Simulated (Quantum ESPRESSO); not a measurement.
# Computed records: Ga₃GeN₄ (made-up cell)

All values are calculated (Quantum ESPRESSO 7.5). Calculation on a made-up crystal cell, not a measurement: periodic Kohn-Sham density functional theory in plane waves with PseudoDojo standard norm-conserving scalar-relativistic pseudopotentials, each functional with its own files (v0.5 for PBE, v0.4.1 for LDA and PBEsol), no spin polarisation, no spin-orbit coupling, atoms not relaxed, stress positive in tension, energies less a fixed whole-eV offset for each atom's element; levels are Kohn-Sham levels at fractions of this cell's reciprocal vectors, counted from the reference band (half the neutral cell's valence electrons, rounded up) at Gamma; error bars cover cutoff and k-mesh only, not smearing or the files; added strain carries the atoms with the cell, and shear is the tensor component; each bar is the largest change over components, and at least 0.002 eV, 0.002 eV per angstrom or 0.02 GPa; energies are for the whole cell, and the offsets were chosen from early runs and are not element reference energies.

Common to all runs: lattice type wurtzite; functional pbe; cutoff 1143 eV; fermi dirac smearing 0.1 eV; scf tolerance 1e-07 eV; electrons removed 0; added strain kind uniform; k mesh 7 x 6 x 6, shifted by half a step.

(1) Ga₃GeN₄ (made-up cell)

Unstrained structure:
```
cell vectors (Å)
   3.2995    -0.0072     0.0380
  -0.0124     5.5815    -0.0204
   0.0620    -0.0192     5.3006
atoms (fractions of the cell vectors)
Ge  0.03619 -0.00133 -0.00042
Ga  0.47510  0.48686  0.00581
Ga  0.51603  0.14958  0.50344
Ga -0.04178  0.66134  0.51398
N   0.04143  0.03556  0.38304
N   0.53910  0.52994  0.38570
N   0.47573  0.15234  0.89847
N  -0.00555  0.65219  0.89852
```

```
added strain             : -0.0241
structure shown          : before the added strain of -0.0241
free energy less offsets : 0.3628 eV
smearing term minus ts   : -0.05322 eV
scf iterations           : 13
pressure                 : 21.73 GPa
stress xx                : -37.61 GPa
stress yy                : -15.04 GPa
stress zz                : -12.55 GPa
stress yz                : -3.071 GPa
stress xz                : -3.812 GPa
stress xy                : -10.53 GPa
fermi level              : 2.4 eV
reference band           : 37
error bar energy         : 0.003994 eV
error bar stress         : 0.04524 GPa
error bar force          : 0.009247 eV/Å
error bar next band up   : 0.002 eV
error bar fermi level    : 0.00572 eV
error bars from          : tighter rerun of a related cell
```

Atoms:
```tsv
atoms element	atom site	atom energy offset (eV)
Ge	1	-2430
Ga	2	-2080
Ga	3	-2080
Ga	4	-2080
N	5	-283
N	6	-283
N	7	-283
N	8	-283
```

Forces:
```tsv
site	x (eV/Å)	y (eV/Å)	z (eV/Å)
1	-3.765	-1.692	1.639
2	0.8914	0.7423	1.293
3	1.816	2.691	1.177
4	5.795	2.428	1.611
5	-2.222	-2.575	-1.222
6	-5.756	-3.313	-1.821
7	3.598	1.024	-1.924
8	-0.3575	0.6952	-0.7525
```

Levels:
```tsv
level k point	next band up (eV)
Gamma	1.862
(1/2,1/2,1/2)	2.413
(0.15,0,0)	2.962
(0,0.15,0)	2.093
(0,0,0.15)	1.963
```

(2) Ga₃GeN₄ (made-up cell)

Structure as in entry 1.

```
added strain             : -0.0169
structure shown          : before the added strain of -0.0169
free energy less offsets : 0.121 eV
smearing term minus ts   : -0.05241 eV
scf iterations           : 13
pressure                 : 16.89 GPa
stress xx                : -31.15 GPa
stress yy                : -11.07 GPa
stress zz                : -8.449 GPa
stress yz                : -2.716 GPa
stress xz                : -3.363 GPa
stress xy                : -9.418 GPa
fermi level              : 2.439 eV
reference band           : 37
error bar energy         : 0.003994 eV
error bar stress         : 0.04524 GPa
error bar force          : 0.009247 eV/Å
error bar next band up   : 0.002 eV
error bar fermi level    : 0.00572 eV
error bars from          : tighter rerun of a related cell
```

Atoms:
```tsv
atoms element	atom site	atom energy offset (eV)
Ge	1	-2430
Ga	2	-2080
Ga	3	-2080
Ga	4	-2080
N	5	-283
N	6	-283
N	7	-283
N	8	-283
```

Forces:
```tsv
site	x (eV/Å)	y (eV/Å)	z (eV/Å)
1	-3.506	-1.573	1.57
2	0.8562	0.7336	1.244
3	1.697	2.555	1.071
4	5.458	2.249	1.493
5	-2.106	-2.446	-1.105
6	-5.42	-3.139	-1.707
7	3.337	0.986	-1.819
8	-0.316	0.634	-0.746
```

Levels:
```tsv
level k point	next band up (eV)
Gamma	1.895
(1/2,1/2,1/2)	2.486
(0.15,0,0)	2.984
(0,0.15,0)	2.132
(0,0,0.15)	2.001
```

(3) Ga₃GeN₄ (made-up cell)

Structure as in entry 1.

```
added strain             : -0.0107
structure shown          : before the added strain of -0.0107
free energy less offsets : -0.04411 eV
smearing term minus ts   : -0.05178 eV
scf iterations           : 13
pressure                 : 13.05 GPa
stress xx                : -26.01 GPa
stress yy                : -7.919 GPa
stress zz                : -5.22 GPa
stress yz                : -2.423 GPa
stress xz                : -2.997 GPa
stress xy                : -8.52 GPa
fermi level              : 2.47 eV
reference band           : 37
error bar energy         : 0.003994 eV
error bar stress         : 0.04524 GPa
error bar force          : 0.009247 eV/Å
error bar next band up   : 0.002 eV
error bar fermi level    : 0.00572 eV
error bars from          : tighter rerun of a related cell
```

Atoms:
```tsv
atoms element	atom site	atom energy offset (eV)
Ge	1	-2430
Ga	2	-2080
Ga	3	-2080
Ga	4	-2080
N	5	-283
N	6	-283
N	7	-283
N	8	-283
```

Forces:
```tsv
site	x (eV/Å)	y (eV/Å)	z (eV/Å)
1	-3.294	-1.478	1.514
2	0.8292	0.723	1.2
3	1.595	2.441	0.9815
4	5.179	2.102	1.396
5	-2.007	-2.337	-1.009
6	-5.142	-2.994	-1.612
7	3.125	0.957	-1.731
8	-0.2853	0.5873	-0.7398
```

Levels:
```tsv
level k point	next band up (eV)
Gamma	1.921
(1/2,1/2,1/2)	2.547
(0.15,0,0)	3
(0,0.15,0)	2.163
(0,0,0.15)	2.03
```

(4) Ga₃GeN₄ (made-up cell)

Structure as in entry 1.

```
added strain             : 0.0095
structure shown          : before the added strain of 0.0095
free energy less offsets : -0.3215 eV
smearing term minus ts   : -0.05056 eV
scf iterations           : 13
pressure                 : 2.496 GPa
stress xx                : -11.76 GPa
stress yy                : 0.7249 GPa
stress zz                : 3.543 GPa
stress yz                : -1.588 GPa
stress xz                : -1.929 GPa
stress xy                : -6.018 GPa
fermi level              : 2.552 eV
reference band           : 37
error bar energy         : 0.003994 eV
error bar stress         : 0.04524 GPa
error bar force          : 0.009247 eV/Å
error bar next band up   : 0.002 eV
error bar fermi level    : 0.00572 eV
error bars from          : tighter rerun of a related cell
```

Atoms:
```tsv
atoms element	atom site	atom energy offset (eV)
Ge	1	-2430
Ga	2	-2080
Ga	3	-2080
Ga	4	-2080
N	5	-283
N	6	-283
N	7	-283
N	8	-283
```

Forces:
```tsv
site	x (eV/Å)	y (eV/Å)	z (eV/Å)
1	-2.672	-1.205	1.35
2	0.7411	0.6983	1.072
3	1.297	2.106	0.7223
4	4.349	1.67	1.108
5	-1.718	-2.018	-0.7386
6	-4.316	-2.564	-1.328
7	2.51	0.8573	-1.472
8	-0.1913	0.4549	-0.7145
```

Levels:
```tsv
level k point	next band up (eV)
Gamma	1.993
(1/2,1/2,1/2)	2.728
(0.15,0,0)	3.041
(0,0.15,0)	2.252
(0,0,0.15)	2.111
```

(5) Ga₃GeN₄ (made-up cell)

Structure as in entry 1.

```
added strain    : 0.0153
structure shown : before the added strain of 0.0153
stress xx       : ?
```

Atoms:
```tsv
atoms element	atom site	atom energy offset (eV)
Ge	1	-2430
Ga	2	-2080
Ga	3	-2080
Ga	4	-2080
N	5	-283
N	6	-283
N	7	-283
N	8	-283
```

**Q.** Ga₃GeN₄ (made-up cell) (entry 5): stress xx?
**A.** -8.288 GPa

Further results for Ga₃GeN₄ (made-up cell) (entry 5):

```
free energy less offsets : -0.3352 eV
smearing term minus ts   : -0.05043 eV
scf iterations           : 13
pressure                 : -0.04946 GPa
stress yy                : 2.81 GPa
stress zz                : 5.627 GPa
stress yz                : -1.375 GPa
stress xz                : -1.657 GPa
stress xy                : -5.4 GPa
fermi level              : 2.568 eV
reference band           : 37
error bar energy         : 0.003994 eV
error bar stress         : 0.04524 GPa
error bar force          : 0.009247 eV/Å
error bar next band up   : 0.002 eV
error bar fermi level    : 0.00572 eV
error bars from          : tighter rerun of a related cell
```

Forces:
```tsv
site	x (eV/Å)	y (eV/Å)	z (eV/Å)
1	-2.512	-1.137	1.308
2	0.7173	0.6921	1.039
3	1.221	2.018	0.6546
4	4.129	1.558	1.031
5	-1.643	-1.934	-0.6722
6	-4.097	-2.45	-1.251
7	2.353	0.829	-1.404
8	-0.1677	0.4237	-0.7064
```

Levels:
```tsv
level k point	next band up (eV)
Gamma	2.007
(1/2,1/2,1/2)	2.773
(0.15,0,0)	3.047
(0,0.15,0)	2.271
(0,0,0.15)	2.127
```
